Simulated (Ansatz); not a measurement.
Polymorphs of MgS, each relaxed with the program Ansatz at the LDA level (PAW):

A: wurtzite (P6_3mc)
a = 3.9846 Å, b = 3.9846 Å, c = 6.3602 Å, α = 90.00°, β = 90.00°, γ = 120.00°

| atom | site | symmetry | x | y | z |
|---|---|---|---|---|---|
| Mg | 2b | 3m. | 0.6667 | 0.3333 | 0.4966 |
| S | 2b | 3m. | 0.3333 | 0.6667 | 0.3784 |

B: zinc blende (F-43m)
a = b = c = 5.5937 Å, α = β = γ = 90.00°

```
atom  site  symmetry       x       y       z
----  ----  --------  ------  ------  ------
S       4c      -43m  0.2500  0.2500  0.2500
Mg      4a      -43m  0.0000  0.0000  0.0000
```

Q: Rank these by energy per atom at 0 K (lowest first), as LDA gives it.

A: A (+0 meV/atom), B (+9 meV/atom)

Q: Give each one's gap.

A: A 3.35 eV; B 3.37 eV.

Standing as an ambient phase not checked: A; B. All cells were relaxed under the symmetry of their starts (and spin orders); stability against distortions was not tested throughout.

Energies hold the estimated change up to a 700 eV cutoff; steps of a few meV lie near the error of the meshes.

Potentials: the later of the program's two PAW sets.
